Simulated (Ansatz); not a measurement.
NaYS2:
```
NaYS2
1.0
    1.96790     1.13617     6.58525
   -1.96790     1.13617     6.58525
    0.00000    -2.27233     6.58525
Na Y S
1 1 2
Direct
  0.00000   0.00000   0.00000
  0.50000   0.50000   0.50000
  0.24259   0.24259   0.24259
  0.75741   0.75741   0.75741
```

Relaxed with PBEsol.

### Question
Give the Bader charges and basin volumes of the independent atoms, the program Ansatz at the PBEsol level (PAW).

### Answer


```tsv
atom	Bader charge (e)	Bader volume (Å³)
Na1	+0.85	9.4
Y2	+1.91	14.5
S3	-1.38	32.2
```

Space group R-3m. The first step of the workflow began from a Materials Project structure, measured or hypothetical; the Crystallography Open Database files this formula in space group No. 166, but the cells were not matched. Its standing as an ambient phase is unchecked. The PBEsol relaxation kept the symmetry of its start; whether a distortion lowers the energy is not shown. No spin polarisation was allowed.

Potentials: the later of the program's two PAW sets.
